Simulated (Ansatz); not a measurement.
Question: Free-standing sheets of HfGe2N4, MA2Z4 (octahedral core, outer Z over the far inner Z)-type layer and C2Si, buckled pentagonal (penta-graphene)-type layer are relaxed with PBE (plane waves, PAW; program Ansatz). Aligned at the vacuum level, what band offsets and what type of junction result?

Answer: HfGe2N4: VBM -6.34, CBM -5.16 eV; C2Si: VBM -5.28, CBM -3.90 eV. Valence offset 1.05 eV (C2Si higher), conduction offset 1.26 eV (HfGe2N4 lower): type II (staggered).

Natural alignment of Kohn–Sham levels: no interface dipole, strain or quasiparticle shift.

All cells were relaxed under the symmetry of their starts (and spin orders); stability against distortions was not tested throughout. Rows with no word on spin ran without spin polarisation. Spin–orbit coupling is left out wherever it is not named. Constructed layers (a layer type filled with these elements): HfGe2N4, MA2Z4 (octahedral core, outer Z over the far inner Z)-type layer; C2Si, buckled pentagonal (penta-graphene)-type layer.

Potentials: the later of the program's two PAW sets.

Edges and masses are those of Kohn–Sham bands, whose gap is no quasiparticle gap.
